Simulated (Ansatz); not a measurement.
Input:

NaMo₃Se₃:
```cif
data_Mo6Na2Se6
_chemical_formula_sum 'Na2 Mo6 Se6'
_space_group_name_H-M_alt 'P 1'
_space_group_IT_number 1
_cell_length_a 8.61250
_cell_length_b 8.61250
_cell_length_c 4.46333
_cell_angle_alpha 90.000
_cell_angle_beta 90.000
_cell_angle_gamma 120.000
loop_
_space_group_symop_operation_xyz
  'x, y, z'
loop_
_atom_site_label
_atom_site_type_symbol
_atom_site_fract_x
_atom_site_fract_y
_atom_site_fract_z
_atom_site_occupancy
Na1 Na 0.33333 0.66667 0.25000 1
Na2 Na 0.66667 0.33333 0.75000 1
Mo1 Mo 0.15132 0.19454 0.25000 1
Mo2 Mo 0.84868 0.80546 0.75000 1
Mo3 Mo 0.95679 0.15132 0.75000 1
Mo4 Mo 0.04321 0.84868 0.25000 1
Mo5 Mo 0.80546 0.95679 0.25000 1
Mo6 Mo 0.19454 0.04321 0.75000 1
Se1 Se 0.91567 0.29913 0.25000 1
Se2 Se 0.08433 0.70087 0.75000 1
Se3 Se 0.61655 0.91567 0.75000 1
Se4 Se 0.38345 0.08433 0.25000 1
Se5 Se 0.70087 0.61655 0.25000 1
Se6 Se 0.29913 0.38345 0.75000 1
```

This is the PBEsol-relaxed structure.

Task: All from plane-wave PAW PBEsol (Ansatz code), unless another level is named. Predict the electronic character.

Result: metallic (no gap).

Task: Next, the formation energy from the elements (no fitted shifts)?

Result: -0.65 eV/atom.

Task: What about the density of states at the Fermi level?

Result: 0.04 states/eV per atom (mean over ±0.08 eV).

Task: Predict the gap with spin–orbit coupling.

Result: none (metallic).

Space group P6_3/m. The first step of the workflow began from a Materials Project structure, measured or hypothetical; the Crystallography Open Database copy checked does not list it. Whether it is the stable phase at ambient conditions was not checked. The PBEsol relaxation kept the symmetry of its start; of distortions, only those at the zone centre were tested. The run is not spin-polarised. A small band overlap can be real or an error of a semilocal functional. The references are the lowest solids computed at this level, not always the standard phases. Scalar-relativistic: spin–orbit coupling is off unless named, which matters more the heavier the elements.

Potentials: the later of the program's two PAW sets.
